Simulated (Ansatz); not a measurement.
input.yaml (Ansatz)

```yaml
crystal:
  lattice:
    - [0.0, 3.2826165248, 3.2826165248]
    - [3.2826165248, 0.0, 3.2826165248]
    - [3.2826165248, 3.2826165248, 0.0]
  atoms:
    - { symbol: La, position: [0.125, 0.125, 0.125], spin: 1.0 }
    - { symbol: La, position: [0.875, 0.875, 0.875], spin: 1.0 }
hamiltonian:
  xc: r2scan
  pseudopotentials:
    kind: paw
    azcp:
      La: "pseudopotentials/La.paw.azcp"
basis:
  ecutwfc: 500
  fft_grid_basis: typed
kpoints:
  mp_grid: { grid: [14, 14, 14], shift: [0, 0, 0] }
magnetization:
  spin_polarized: true
scf:
  occupations: { method: fermi_dirac, width: 0.05 }
output:
  stress: true
```

and its output:

```
Engine: ansatz 0.2.0, aarch64-unknown-linux-gnu
Pseudopotentials: kind: paw
Pseudopotential: La, paw, valence charge 11, recommended cutoff 500 eV (meta_gga) 
Functional definition: r2SCAN
  parameter k0 = 0.174
  parameter k1 = 0.065
  parameter a1 = 4.9479
  exchange = r2scan_x(k0 = k0, k1 = k1, a1 = a1)
  correlation = r2scan_c
Crystal: 2 atoms, lattice volume = 70.744 Å³
Basis set: ecut = 500 eV, 1807 PW (Γ), exchange–correlation on 144×144×144 points (64 copies of the dense FFT grid, shifted against one another)
Bands: 16, of which v1, the nominal top of the filled ones, is band 11 counted from 1 (10 counted from 0)
Symmetry: 48 space group operations
Space group: Fd-3m (ITA 227), of the structure as read, at distance tolerance 4.1e-5 Å
Magnetic group: BNS 227.128 (UNI 1630), of the structure as read, at distance tolerance 4.1e-5 Å
k-points: 104 of 2744
Non-local potential: La, projectors of the file, l = 0: 3, l = 1: 2, l = 2: 2, l = 3: 3
PAW form: soft (Blöchl's): semilocal exchange-correlation on the pseudo side does not see the compensation charge
PAW frozen core: La, regenerated for the run's functional (the file was generated under x = pbe(κ = 0.804, μ = 0.2195149727645171), c = pbe(β = 0.06672455060314922))
PAW one-centre angular grid: La, 974 points (default); XC on 160 Gauss nodes
Initial density: superposition of atomic densities (chi_scale 0.1, normalization cell)
Starting moments: Σ|m| = 2 μB on 2 of 2 sites
Initial wavefunctions: pseudopotential atomic-orbital guess
Functional: x = r2scan, c = r2scan; τ floored in thin density (d = 2e-4 eV/Å³)
SCF iter   1: F=—  HF=-12525.832010 eV  |F-HF|=—  |Δ(HF+E_count)|=         —  Δρ=2.45e-2 (↑2.45e-2 ↓2.01e-2)  dr2=8.77e-1  dr2_τ=1.26e-2  dr2_m=9.17e-2  M=0.711 μB ∫|m|=0.717 μB  β_m=0.47  ethr=3.10e-3  ⟨swp⟩=5.9  Hψ=17219  notcnv=0
Mixer restart at iter 1: flushing history
spin=Collinear: Kerker preconditioning applied to the charge; magnetization (m = ρ↑ − ρ↓) channel mixes plain (no charge-response kernel on spin).
SCF iter   2: F=—  HF=-12526.710244 eV  |F-HF|=—  |Δ(HF+E_count)|=   8.78e-1  Δρ=1.74e-2 (↑1.74e-2 ↓1.59e-2)  dr2=5.47e-1  dr2_τ=1.93e-3  dr2_m=4.33e-2  M=0.478 μB ∫|m|=0.491 μB  β_m=1.00  ethr=3.10e-3  ⟨swp⟩=2.1  Hψ=5882  notcnv=0  defer=12  κ⁻¹=1.0e0(r=1)
SCF iter   3: F=—  HF=-12527.540004 eV  |F-HF|=—  |Δ(HF+E_count)|=   8.30e-1  Δρ=3.96e-3 (↑3.80e-3 ↓3.96e-3)  dr2=8.50e-2  dr2_τ=1.30e-4  dr2_m=8.96e-4  M=0.024 μB ∫|m|=0.055 μB  β_m=0.36  ethr=2.49e-3  ⟨swp⟩=3.7  Hψ=5907  notcnv=0  defer=12  κ⁻¹=3.1e-2(r=2)
...
SCF iter  15: F=—  HF=-12527.555030 eV  |F-HF|=—  |Δ(HF+E_count)|=   4.87e-9  Δρ=5.73e-7 (↑4.04e-7 ↓5.73e-7)  dr2=3.19e-10  dr2_τ=5.63e-12  dr2_m=3.25e-11  M=-0.000 μB ∫|m|=0.000 μB  β_m=0.30  ethr=5.98e-12  ⟨swp⟩=2.3  Hψ=11499  notcnv=0  κ⁻¹=5.1e-7(r=8)
SCF iter  16: F=—  HF=-12527.555030 eV  |F-HF|=—  |Δ(HF+E_count)|=   1.74e-9  Δρ=2.88e-7 (↑2.88e-7 ↓1.98e-7)  dr2=4.73e-11  dr2_τ=8.47e-13  dr2_m=2.39e-11  M=-0.000 μB ∫|m|=0.000 μB  β_m=0.30  ethr=1.45e-12  ⟨swp⟩=2.8  Hψ=7452  notcnv=0  κ⁻¹=2.4e-7(r=8)
SCF iter  17: F=-12527.555030 eV  HF=-12527.555030 eV  |F-HF|=1.04e-10  |Δ(HF+E_count)|=  2.75e-10  Δρ=1.75e-7 (↑1.75e-7 ↓1.19e-7)  dr2=1.07e-11  dr2_τ=3.45e-13  dr2_m=1.07e-11  M=-0.000 μB ∫|m|=0.000 μB  ethr=1.00e-12  ⟨swp⟩=2.1  Hψ=6485  notcnv=0
SCF 1 converged in 17 iterations: F = -12527.555030 eV  dr2 = 1.07e-11
WARN: the starting moments were not kept: the SCF closed with an absolute magnetisation of 1.2e-5 μB, where they sum to 2 μB in size (2 sites). That is at most 0.1 of that sum. Measured as dr2_m measures the in/out step, that magnetisation stands 7.9e-12 eV from none, at or under the dr2_threshold of 1.0e-7 eV: it is no larger than a step whose dr2_m would equal this threshold. The system may hold no moment; this SCF shows only that its start led to no more than that. To try another start: raise the starting moments (crystal.atoms[].spin, magnetization.per_species, magnetization.initial_magnetization, or on a non-collinear deck that types none of these the spinor_matrix: blocks that start its atoms; where the total moment is fixed, keep their sum and leave initial_magnetization as it is; typed ones take the place of any that the run laid by itself, positive ones on a crystal's lanthanoids without a Hubbard term where scf.initial_density.shell_occupations: [] is typed) or, if the notice of its spin-set hold's release reads "site moments contracting" or "site moments show no strong build", lengthen the hold (scf.mixing.spin_hold: { on: { confirm: 4 } }; for m-r²SCAN on two components see the key's manual first). Each may lead to a state that holds a moment. A second SCF, from the converged charge density, with the starting moments and any scf.initial_density.shell_occupations laid on it anew, would have followed, and was not run: the deck does not ask for one (magnetization.retry_lost_moments is false, the default). To let it run, set magnetization.retry_lost_moments: true and run the deck again, where that key's refused combinations let it; where memory then withholds it, that run's warning says so.
this state was not tested for a lower state beside it, because the mixer in use, unlike msr1, does not test its closes by its own steps (another_mixer; see scf.mixing.algorithm and scf.lower_state_search)
SCF converged after 17 iterations
Magnetization: -0.0000 μB (11.0000 up, 11.0000 down)
Absolute magnetization: 0.0000 μB (∫|ρ↑−ρ↓|, with the PAW one-centre terms)
Spin contamination: 0.0000 ħ² per cell (⟨S²⟩ above its minimum at these occupations)
Per-site moments (μB) at R_I (Å): [(-1.994056460609534e-6, 1.172667086810748), (-1.9940564606419867e-6, 1.172667086810748)]
Free energy (F): -12527.555030 eV
Harris-Foulkes:  -12527.555030 eV  (|F-HF|=1.04e-10)
Internal energy: -12527.545340 eV  (E = F + TS)
E sigma→0 (E₀):  -12527.550185 eV
Entropy (-TS):   -0.009690 eV (-4.845 meV/atom)
Fermi energy:    11.365382 eV
--- Per-component energies (eV) ---
  E_band       = -102.124204
  E_kinetic    = 399.274025
  E_local      = -828.285390  (includes V_loc(G=0)·N_el)
  E_nonlocal   = 188.091217
  E_hartree    = 286.526099
  E_xc         = -267.992126
  E_vxc        = -326.679622  (∫ρ·V_xc dr)
  E_paw        = -10875.685730  (= ΣΔE_a)
  E_vpaw       = -124.563283  (= ΣTr[D̂ρ^β])
  E_aug_tail   = 0.000000  (compensation charges beyond the density's cutoff)
  E_vtau       = 16.986655  (kinetic-family band-sum trace: ∫τ·v_τ [+ j·A + Jᵃ·Aᵃ] dr)
  E_ewald      = -1429.610459
  E_core_change = 0.137025  (= ΣΔE_core)
  E_smearing   = -0.009690  (= −TS)
  E_closure    = 0.000000  (closes the sum)
  Σ components = -12527.555030   (vs F -12527.555030, Δ=0.00e0)
--- Stress (GPa, compression-positive) ---
        2.272388      -0.000000       0.000000
        0.000000       2.272388       0.000000
        0.000000       0.000000       2.272388
  P = ⅓ Tr σ = 2.2724 GPa (22.724 kbar)
```
